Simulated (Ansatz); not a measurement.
AlN:
```xyz
2
Lattice="0.0000 2.1848 2.1848 2.1848 0.0000 2.1848 2.1848 2.1848 0.0000" Properties=species:S:1:pos:R:3 pbc="T T T"
Al     0.0000     0.0000     0.0000
N      1.0924     1.0924     1.0924
```

Tensor components refer to the Cartesian frame of this cell.

Problem. Give the high-frequency dielectric tensor and the Born effective charge tensors of the independent atoms from DFPT, plane-wave PAW r²SCAN (Ansatz code).

Solution. 
ε∞:
```
4.26  0.00  0.00
0.00  4.26  0.00
0.00  0.00  4.26
```
Z* of atom 1 (Al), rows: field, columns: displacement, in e:
```
2.54  0.00  0.00
0.00  2.54  0.00
0.00  0.00  2.54
```
Z* of atom 2 (N), rows: field, columns: displacement, in e:
```
-2.54   0.00   0.00
 0.00  -2.54   0.00
 0.00   0.00  -2.54
```

Static charges for comparison (Bader): Al1 +2.48, N2 -2.48 e. Born charges measure polarisation by displacement and can exceed these by far.

Space group F-43m (zinc blende). The r²SCAN relaxation kept the symmetry of its start.

Potentials: the earlier of the program's two PAW sets. The files were generated under PBE; for other functionals the program regenerates the frozen cores, and for LDA and PBEsol the local potential too.
